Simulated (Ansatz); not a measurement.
### Question
Sc (hcp (Mg type), space group No. 194) is relaxed with LDA (plane waves, PAW; program Ansatz). What lattice parameters of the conventional cell result?

### Answer
a = 3.230 Å, c = 4.985 Å.

Its a lies over 2 % below tabulated measurements.

Space group P6_3/mmc (hcp (Mg type)). The LDA relaxation kept the symmetry of its start. The run is not spin-polarised. Axis ratios of metals converge slowly with the k-mesh, so a and c are less sure than the volume.

Potentials: the earlier of the program's two PAW sets. The files were generated under PBE; for other functionals the program regenerates the frozen cores, and for LDA and PBEsol the local potential too.
